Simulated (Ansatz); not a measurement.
## Trial structures of Ge₃Te₂S: starts and ends

Method: Ansatz 0.2.0, DFT PBE, scalar-relativistic, plane waves, PAW. Settings: cutoff 420 eV, Γ-centred meshes spaced at most about 0.3 Å⁻¹, and about 0.25 Å⁻¹ or finer for metals (2π included), Gaussian smearing. No spin polarisation in the final relaxations.

Each guess was relaxed in cell and atoms at zero pressure, within the symmetry of its start. Temperature and zero-point effects are left out. Coordination counts Ge or Te atoms around S (for each partner element, those within 1.25 times its shortest distance or 1.15 times the sum of covalent radii, where it is the nearest in units of that sum or under 1.3; a plus sign parts groups by distance over the sum of covalent radii; the shortest distance is added where it exceeds 1.18 times the sum of covalent radii).

```tsv
guess	made from	start group	V start (Å³/atom)	end group	V end (Å³/atom)	coordination at the end	gap on mesh (eV)	E over the lowest end (meV/atom)
1	NaSn2Pd3 type	P6mm	25.5	P6mm	32.6	S 6 from 3.2 Å	0.34	172
2	random cell	P6/mmm	25.0	P6/mmm	24.3	S 8 from 2.9 Å	0	144
3	random cell	Cmmm	29.8	Cmmm	30.4	S 6	0	311
4	random cell	P6/mmm	29.8	?	?	?	?	?
5	random cell	R-3m	31.1	R-3m	24.7	S 6 from 2.7 Å	0	92
6	Ti2CuSb3 type	P-4m2	22.9	P-4m2	26.1	S 4 from 2.9 Å	0	0
```

Guess 4 as it starts:

```xyz
6
Lattice="6.7252 0.0000 0.0000 -3.3626 5.8242 0.0000 0.0000 0.0000 4.5627" Properties=species:S:1:pos:R:3 pbc="T T T"
Ge    3.3626    0.0000    2.2814
Ge   -1.6813    2.9121    2.2814
Ge    1.6813    2.9121    2.2814
Te    0.0000    3.8828    2.2814
Te    3.3626    1.9414    2.2814
S     0.0000    0.0000    2.2814
```

**Question.** Predict the end of this guess and its energy over the lowest end.

**Answer.** It ends in space group P6/mmm (No. 191), with a = 9.952 Å, c = 2.791 Å, 39.9 Å³/atom and no gap. It lies 0.67 eV/atom over the lowest end, above guess 3 and so the highest of the set. Counting Ge or Te atoms around S, this end has S 6+12 from 5.0 Å and the lowest (guess 6) has S 4 from 2.9 Å. This end holds Te–Te chains (shortest 2.79 Å); in the lowest (guess 6) the shortest Te–Te distance is 4.06 Å.

```cif
data_structure
_symmetry_space_group_name_H-M 'P6/mmm'
_symmetry_Int_Tables_number 191
_cell_length_a 9.9519
_cell_length_b 9.9519
_cell_length_c 2.7909
_cell_angle_alpha 90.000
_cell_angle_beta 90.000
_cell_angle_gamma 120.000
_cell_volume 239.38
loop_
_atom_site_label
_atom_site_type_symbol
_atom_site_symmetry_multiplicity
_atom_site_Wyckoff_symbol
_atom_site_fract_x
_atom_site_fract_y
_atom_site_fract_z
_atom_site_occupancy
Ge1 Ge 3 g 0.50000 0.00000 0.50000 1
Te1 Te 2 d 0.33333 0.66667 0.50000 1
S1 S 1 b 0.00000 0.00000 0.50000 1
```

Energies over the elements count from the elements' standard structures at the same level, with no fitted energy shifts.

**Question.** Is the lowest end bound against the elements?

**Answer.** No: its formation energy is +0.13 eV/atom. It can't be a ground state, since the elements alone are lower.

Weakly bound directions are ill-defined at this level, which has no dispersion term (P-4m2, P6mm), and this can change margins and order among such cells. These runs have no spin–orbit coupling, which can matter for Te. Kohn–Sham gaps at this level usually fall short of measured ones. The missing spin–orbit coupling can work the other way here. The zero gap of P-4m2 may come from the functional, which often closes small gaps. A magnetic state wasn't ruled out in cells without spin, among them P6/mmm at 39.9 Å³/atom. The reference forms of S and Te are held partly by dispersion forces, which this level lacks. Cells relaxed within their symmetry can be saddle points. A lower structure may well exist outside this small set. Some candidate types were left out of the draw beforehand, so a known form may be missing.
